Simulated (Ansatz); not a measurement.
Contact densities of Cu₃Pd against volume

```
Cu Pd
1.0
     3.72200    0.00000    0.00000
     0.00000    3.72200    0.00000
     0.00000    0.00000    3.72200
Cu Pd
3 1
Cartesian
  0.0000 1.8610 1.8610
  1.8610 0.0000 1.8610
  1.8610 1.8610 0.0000
  0.0000 0.0000 0.0000
```

Atom numbers follow the list: Cu1, Cu2, Cu3, Pd4.

The conventional cell has a = 3.722 Å, b = 3.722 Å, c = 3.722 Å, α = 90.00°, β = 90.00°, γ = 90.00°. Around Cu (atom 1) lie 8 Cu at 2.63 Å and 4 Pd at 2.63 Å. Pd (atom 4) has 12 Cu at 2.63 Å as nearest neighbours.

The geometry is COD entry 1524619, unchecked; take it as a test cell. It differs from other determinations.

Spin polarisation is left out, and whether a magnetic state lies lower isn't shown here.

Theory: DFT, PBEsol, all-electron PAW with datasets made for the crystal, scalar-relativistic (Ansatz 0.2.0).

The runs use a Γ-centred 9×9×9 k mesh, Fermi–Dirac smearing of 0.05 eV, cutoff 280 eV (chosen by the program for this cell), no spin polarisation.

The contact density is the mean electron density over the nuclear volume; its changes follow the s electrons' response to bonding and compression. Changes below are taken from the unscaled cell, where it is 147324 e/Å³ at Cu1, 864352 e/Å³ at Pd4.

Volumes at which the program chose other datasets or cutoffs are left out.

```
V/V(cell)  P (GPa)  Δρ(0) Cu1 (e/Å³)  Δρ(0) Pd4 (e/Å³)
   1.0000     -8.4              0.00              0.00
   1.0100     -9.7                 ?                 ?
   1.0400    -13.0             -1.27                 ?
```

**Question.** Give the missing entry: row "1.0100", column "Δρ(0) Pd4 (e/Å³)".

**Answer.** -0.92.

**Question.** Give the missing entry: row "1.0400", column "Δρ(0) Pd4 (e/Å³)".

**Answer.** -3.56.

**Question.** Fill in "Δρ(0) Cu1 (e/Å³)" for the row "1.0100".

**Answer.** -0.33.

The datasets are made afresh for each cell, so very small changes are uncertain.
